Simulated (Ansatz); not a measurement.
**Ansatz 0.2.0, relaxation: Hg2PdPb2Cl8**

The input file (Ansatz 0.2.0, plane waves):

```yaml
crystal:
  lattice:
    - [5.637598, 3.339475, 0.0]
    - [5.637598, -3.339475, 0.0]
    - [3.202869, 0.0, -9.135729]
  atoms:
    - { symbol: Cl, position: [0.9177, 0.9177, 0.695] }
    - { symbol: Cl, position: [0.0823, 0.0823, 0.305] }
    - { symbol: Pb, position: [0.3982, 0.3982, 0.8356] }
    - { symbol: Pb, position: [0.6018, 0.6018, 0.1644] }
    - { symbol: Pd, position: [0.0, 0.0, 0.0] }
    - { symbol: Cl, position: [0.3494, 0.3494, 0.494] }
    - { symbol: Cl, position: [0.6506, 0.6506, 0.506] }
    - { symbol: Hg, position: [0.134, 0.134, 0.5993] }
    - { symbol: Hg, position: [0.866, 0.866, 0.4007] }
    - { symbol: Cl, position: [0.8965, 0.3759, 0.8711] }
    - { symbol: Cl, position: [0.6241, 0.1035, 0.1289] }
    - { symbol: Cl, position: [0.1035, 0.6241, 0.1289] }
    - { symbol: Cl, position: [0.3759, 0.8965, 0.8711] }
  symmetry: { tolerance: 0.0003 }
kpoints:
  mp_grid: { grid: [4, 4, 2], shift: [0, 0, 0] }
magnetization:
  spin_polarized: false
scf:
  occupations: { method: gaussian, width: 0.047 }
  lower_state_search: "off"
hamiltonian:
  pseudopotentials: { kind: paw }
  xc: r2scan
basis:
  ecutwfc: 500
  fft_grid_basis: typed
relax:
  max_steps: 80
  cell: { p_target: 0.0 }
output:
  forces: true
  stress: true
  eigenvalues: true
  bader: false
  populations: true
  elf: true
  write_potential: true
  volumetric_format: npy
  dos:
    e_range: [-12, 8]
    de: 0.05
    projected: { site_lists: { Cl: [Cl], Hg: [Hg], Pb: [Pb], Pd: [Pd] } }
  write_density: true
checkpoint:
  read: saved_state
```

Run with:

```bash
ansatz run input.yaml --threads 2 --pin off --max-ram 2560MiB --backend cpu --events-out ev --progress --plain --runs-dir out
```

Origin of the cell: a known structure type with other elements, at an estimated volume, so it need not be a known compound.

The saved state is a converged single point of the same cell.

Steps («new basis» is an SCF on plane waves selected anew at the same cell):

| step | ΔF (meV/atom) | max force component (eV/Å) | P (GPa) | volume (Å³) | SCF iterations | step was |
| --- | --- | --- | --- | --- | --- | --- |
| 1 | 0.0 | 1.139 | 2.23 | 343.99 | 9 | accepted |
| 2 | -59.9 | 0.493 | 0.89 | 334.83 | 9 | accepted |
| 3 | -84.2 | 0.371 | 1.13 | 326.40 | 10 | accepted |
| 4 | -102.3 | 0.326 | -0.40 | 340.68 | 9 | accepted |
| 5 | -115.4 | 0.223 | 0.81 | 334.82 | 9 | accepted |
| 6 | -122.4 | 0.258 | 1.13 | 337.73 | 10 | accepted |
| 7 | -129.7 | 0.189 | -0.11 | 340.66 | 11 | accepted |
| 8 | -133.4 | 0.173 | -0.40 | 339.98 | 11 | accepted |
| 9 | -139.3 | 0.164 | -0.35 | 337.66 | 11 | accepted |
| 10 | -144.0 | 0.143 | -0.02 | 333.62 | 10 | accepted |
| 11 | -147.9 | 0.111 | 0.16 | 332.34 | 10 | accepted |
| 12 | -150.7 | 0.050 | 0.20 | 331.26 | 9 | accepted |
| 13 | -151.4 | 0.103 | -0.18 | 333.52 | 8 | accepted |
| 14 | -152.1 | 0.067 | -0.07 | 333.61 | 8 | accepted |
| 15 | -152.6 | 0.035 | 0.00 | 333.59 | 8 | accepted |
| 16 | -153.1 | 0.040 | 0.13 | 332.90 | 8 | accepted |
| 17 | -153.4 | 0.020 | 0.00 | 333.55 | 8 | accepted |
| 18 | -153.8 | 0.046 | -0.06 | 334.34 | 11 | accepted |
| 19 | -148.1 | 0.405 | 0.36 | 336.23 | 12 | rejected |
| 20 | -148.0 | 0.326 | 0.01 | 334.56 | 15 | rejected |
| 21 | -154.5 | 0.029 | -0.08 | 335.82 | 12 | accepted |
| 22 | -154.0 | 0.081 | 0.21 | 337.22 | 12 | rejected |
| 23 | -154.7 | 0.041 | -0.04 | 337.69 | 13 | accepted |
| 24 | -154.6 | 0.077 | -0.07 | 337.86 | 10 | rejected |
| 25 | -154.8 | 0.014 | 0.00 | 337.09 | 13 | accepted |
| 26 | -154.8 | 0.010 | -0.01 | 337.00 | 10 | accepted |
| 27 | -155.0 | 0.010 | -0.01 | 337.00 | 10 | new basis |

Step 1, with forces in eV/Å:

```xyz
13
Lattice="5.638 3.339 0.000 5.638 -3.339 0.000 3.203 0.000 -9.136" Properties=species:S:1:pos:R:3:forces:R:3 pbc="T T T" step=1
Cl   12.573    0.000   -6.349   -0.870    0.000   -0.477
Cl    1.905    0.000   -2.786    0.870    0.000    0.477
Pb    7.166    0.000   -7.634    0.004    0.000   -0.297
Pb    7.312    0.000   -1.502   -0.004    0.000    0.297
Pd    0.000    0.000    0.000    0.000    0.000    0.000
Cl    5.522    0.000   -4.513    1.043    0.000    0.345
Cl    8.956    0.000   -4.623   -1.043    0.000   -0.345
Hg    3.430    0.000   -5.475   -0.004    0.000    0.115
Hg   11.048    0.000   -3.661    0.004    0.000   -0.115
Cl    9.963    1.739   -7.958    0.784   -1.139    0.312
Cl    4.515    1.739   -1.178   -0.784   -1.139   -0.312
Cl    4.515   -1.739   -1.178   -0.784    1.139   -0.312
Cl    9.963   -1.739   -7.958    0.784    1.139    0.312
```

Step 3, with forces in eV/Å:

```xyz
13
Lattice="5.479 3.311 0.178 5.479 -3.311 0.178 2.823 0.000 -8.904" Properties=species:S:1:pos:R:3:forces:R:3 pbc="T T T" step=3
Cl   11.956    0.000   -5.936    0.276    0.000   -0.002
Cl    1.824    0.000   -2.611   -0.276    0.000    0.002
Pb    6.730    0.000   -7.514   -0.281    0.000    0.167
Pb    7.050    0.000   -1.033    0.281    0.000   -0.167
Pd    0.000    0.000    0.000    0.000    0.000    0.000
Cl    5.430    0.000   -4.271   -0.371    0.000   -0.214
Cl    8.350    0.000   -4.276    0.371    0.000    0.214
Hg    3.175    0.000   -5.187    0.019    0.000    0.117
Hg   10.605    0.000   -3.360   -0.019    0.000   -0.117
Cl    9.678    1.587   -7.655   -0.059    0.178    0.165
Cl    4.102    1.587   -0.893    0.059    0.178   -0.165
Cl    4.102   -1.587   -0.893    0.059   -0.178   -0.165
Cl    9.678   -1.587   -7.655   -0.059   -0.178    0.165
```

Step 6, with forces in eV/Å:

```xyz
13
Lattice="5.903 3.310 0.220 5.903 -3.310 0.220 2.997 0.000 -8.531" Properties=species:S:1:pos:R:3:forces:R:3 pbc="T T T" step=6
Cl   13.082    0.000   -5.637   -0.126    0.000   -0.098
Cl    1.720    0.000   -2.455    0.126    0.000    0.098
Pb    6.694    0.000   -7.149    0.258    0.000    0.214
Pb    8.108    0.000   -0.943   -0.258    0.000   -0.214
Pd    0.000    0.000    0.000    0.000    0.000    0.000
Cl    5.781    0.000   -4.263    0.032    0.000    0.138
Cl    9.021    0.000   -3.828   -0.032    0.000   -0.138
Hg    3.362    0.000   -4.736    0.023    0.000    0.116
Hg   11.441    0.000   -3.356   -0.023    0.000   -0.116
Cl   10.433    1.660   -7.186   -0.147   -0.110    0.069
Cl    4.369    1.660   -0.906    0.147   -0.110   -0.069
Cl    4.369   -1.660   -0.906    0.147    0.110   -0.069
Cl   10.433   -1.660   -7.186   -0.147    0.110    0.069
```

Step 9, with forces in eV/Å:

```xyz
13
Lattice="6.198 3.325 0.002 6.198 -3.325 0.002 3.518 0.000 -8.191" Properties=species:S:1:pos:R:3:forces:R:3 pbc="T T T" step=9
Cl   14.149    0.000   -5.942   -0.052    0.000   -0.029
Cl    1.766    0.000   -2.245    0.052    0.000    0.029
Pb    7.262    0.000   -6.745    0.048    0.000   -0.065
Pb    8.653    0.000   -1.442   -0.048    0.000    0.065
Pd    0.000    0.000    0.000    0.000    0.000    0.000
Cl    6.361    0.000   -3.989   -0.103    0.000   -0.093
Cl    9.554    0.000   -4.198    0.103    0.000    0.093
Hg    3.733    0.000   -4.119    0.049    0.000    0.164
Hg   12.182    0.000   -4.068   -0.049    0.000   -0.164
Cl   11.255    1.679   -7.177   -0.040   -0.043   -0.041
Cl    4.660    1.679   -1.010    0.040   -0.043    0.041
Cl    4.660   -1.679   -1.010    0.040    0.043    0.041
Cl   11.255   -1.679   -7.177   -0.040    0.043   -0.041
```

Step 11, with forces in eV/Å:

```xyz
13
Lattice="6.261 3.310 -0.136 6.261 -3.310 -0.136 3.777 0.000 -8.100" Properties=species:S:1:pos:R:3:forces:R:3 pbc="T T T" step=11
Cl   14.545    0.000   -6.192    0.011    0.000   -0.007
Cl    1.754    0.000   -2.180   -0.011    0.000    0.007
Pb    7.546    0.000   -6.744    0.039    0.000    0.008
Pb    8.753    0.000   -1.627   -0.039    0.000   -0.008
Pd    0.000    0.000    0.000    0.000    0.000    0.000
Cl    6.557    0.000   -4.052   -0.111    0.000    0.004
Cl    9.742    0.000   -4.320    0.111    0.000   -0.004
Hg    3.894    0.000   -3.777    0.042    0.000    0.090
Hg   12.405    0.000   -4.594   -0.042    0.000   -0.090
Cl   11.537    1.666   -7.281    0.074   -0.097    0.055
Cl    4.762    1.666   -1.091   -0.074   -0.097   -0.055
Cl    4.762   -1.666   -1.091   -0.074    0.097   -0.055
Cl   11.537   -1.666   -7.281    0.074    0.097    0.055
```

Step 13, with forces in eV/Å:

```xyz
13
Lattice="6.289 3.313 -0.197 6.289 -3.313 -0.197 3.893 0.000 -8.126" Properties=species:S:1:pos:R:3:forces:R:3 pbc="T T T" step=13
Cl   14.780    0.000   -6.306    0.034    0.000    0.009
Cl    1.691    0.000   -2.215   -0.034    0.000   -0.009
Pb    7.719    0.000   -6.807   -0.039    0.000    0.001
Pb    8.752    0.000   -1.713    0.039    0.000   -0.001
Pd    0.000    0.000    0.000    0.000    0.000    0.000
Cl    6.541    0.000   -4.133    0.103    0.000    0.019
Cl    9.930    0.000   -4.387   -0.103    0.000   -0.019
Hg    3.948    0.000   -3.628   -0.070    0.000    0.037
Hg   12.523    0.000   -4.893    0.070    0.000   -0.037
Cl   11.728    1.649   -7.380    0.059    0.024   -0.032
Cl    4.743    1.649   -1.141   -0.059    0.024    0.032
Cl    4.743   -1.649   -1.141   -0.059   -0.024    0.032
Cl   11.728   -1.649   -7.380    0.059   -0.024   -0.032
```

Step 16, with forces in eV/Å:

```xyz
13
Lattice="6.190 3.360 -0.174 6.190 -3.360 -0.174 3.798 0.000 -8.110" Properties=species:S:1:pos:R:3:forces:R:3 pbc="T T T" step=16
Cl   14.589    0.000   -6.256    0.004    0.000   -0.013
Cl    1.590    0.000   -2.200   -0.004    0.000    0.013
Pb    7.591    0.000   -6.793    0.015    0.000    0.013
Pb    8.588    0.000   -1.663   -0.015    0.000   -0.013
Pd    0.000    0.000    0.000    0.000    0.000    0.000
Cl    6.418    0.000   -4.109    0.040    0.000    0.014
Cl    9.761    0.000   -4.348   -0.040    0.000   -0.014
Hg    3.850    0.000   -3.569   -0.033    0.000    0.018
Hg   12.329    0.000   -4.888    0.033    0.000   -0.018
Cl   11.549    1.674   -7.345    0.000   -0.015    0.019
Cl    4.630    1.674   -1.111    0.000   -0.015   -0.019
Cl    4.630   -1.674   -1.111    0.000    0.015   -0.019
Cl   11.549   -1.674   -7.345    0.000    0.015    0.019
```

Step 21, with forces in eV/Å:

```xyz
13
Lattice="6.117 3.404 -0.039 6.117 -3.404 -0.039 3.539 0.000 -8.086" Properties=species:S:1:pos:R:3:forces:R:3 pbc="T T T" step=21
Cl   14.296    0.000   -6.032   -0.003    0.000   -0.010
Cl    1.477    0.000   -2.132    0.003    0.000    0.010
Pb    7.325    0.000   -6.733   -0.013    0.000   -0.024
Pb    8.448    0.000   -1.431    0.013    0.000    0.024
Pd    0.000    0.000    0.000    0.000    0.000    0.000
Cl    6.220    0.000   -4.015   -0.029    0.000    0.023
Cl    9.553    0.000   -4.149    0.029    0.000   -0.023
Hg    3.683    0.000   -3.505    0.014    0.000    0.007
Hg   12.090    0.000   -4.658   -0.014    0.000   -0.007
Cl   11.257    1.699   -7.100   -0.013    0.000   -0.005
Cl    4.515    1.699   -1.064    0.013    0.000    0.005
Cl    4.515   -1.699   -1.064    0.013    0.000    0.005
Cl   11.257   -1.699   -7.100   -0.013    0.000   -0.005
```

Step 27, with forces in eV/Å:

```xyz
13
Lattice="6.103 3.416 0.024 6.103 -3.416 0.024 3.428 0.000 -8.070" Properties=species:S:1:pos:R:3:forces:R:3 pbc="T T T" step=27
Cl   14.170    0.000   -5.904    0.000    0.000    0.001
Cl    1.463    0.000   -2.117    0.000    0.000   -0.001
Pb    7.206    0.000   -6.717    0.003    0.000   -0.001
Pb    8.427    0.000   -1.304   -0.003    0.000    0.001
Pd    0.000    0.000    0.000    0.000    0.000    0.000
Cl    6.151    0.000   -3.969   -0.010    0.000    0.002
Cl    9.482    0.000   -4.053    0.010    0.000   -0.002
Hg    3.638    0.000   -3.486   -0.002    0.000    0.000
Hg   11.994    0.000   -4.536    0.002    0.000    0.000
Cl   11.134    1.705   -6.994   -0.005    0.004    0.001
Cl    4.499    1.705   -1.028    0.005    0.004   -0.001
Cl    4.499   -1.705   -1.028    0.005   -0.004   -0.001
Cl   11.134   -1.705   -6.994   -0.005   -0.004    0.001
```

```
Free energy lowered by  : 155.0 meV/atom
Volume change           : -2.03 %
Final pressure          : -0.01 GPa
Relaxation steps listed : 27
```

Caveats: no spin, though holes on the anions or broken bonds may carry moments; no spin-orbit coupling, though heavy elements are present; the k mesh is coarse if the cell is a metal; the relaxation held the start's symmetry, so the end may be a saddle point.

The run took 16 min on 2 threads of Arm Neoverse V2, on a shared host, peak memory 1.7 GiB, from a saved density.
